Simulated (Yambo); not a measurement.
Yambo run on K2PtBr4 (space group P4/mmm, No. 123). The wavefunctions are norm-conserving PBEsol (Quantum ESPRESSO, 84 Ry, scalar-relativistic) ones on a 2×2×2 mesh (32 occupied bands); a = b = 7.4055 Å, c = 4.3652 Å, α = β = γ = 90.00°.

Yambo input:

```
rim_cut
HF_and_locXC
RandQpts= 1000000
RandGvec= 1 Ry
EXXRLvcs= 84 Ry
VXCRLvcs= 336 Ry
% QPkrange
 1 | 1 | 32 | 33 |
 3 | 3 | 32 | 33 |
 4 | 4 | 32 | 33 |
 5 | 5 | 32 | 33 |
 6 | 6 | 32 | 33 |
%
```

k points by index: 1 = Γ, 3 = X, 4 = R, 5 = M, 6 = A.

Table of the .hf output:

```
#    K-point    Band    Eo [eV]    Ehf [eV]    Vxc [eV]    Vnlxc [eV]
#
    1    32    -0.079443    -4.399933    -17.70476    -22.02525
    1    33    2.431841    6.704555    -17.46361    -13.19090
    3    32    0.000000    -4.285192    -17.69663    -21.98182
    3    33    2.037005    6.148972    -16.92555    -12.81358
    4    32    -0.166270    -4.614162    -19.14312    -23.59101
    4    33    2.113576    6.252136    -17.09282    -12.95426
    5    32    -0.035669    -4.339139    -17.66335    -21.96682
    5    33    1.384084    5.235500    -15.56180    -11.71039
    6    32    -0.160894    -4.602884    -19.13339    -23.57538
    6    33    1.559010    5.529190    -16.22319    -12.25301
```
Exchange alone, without screening.

Spin-orbit coupling is not included.

Geometry of the Materials Project entry, not relaxed at this level.

The structure is a Materials Project entry; no match was found in the copy of COD used, and its stability was not checked.
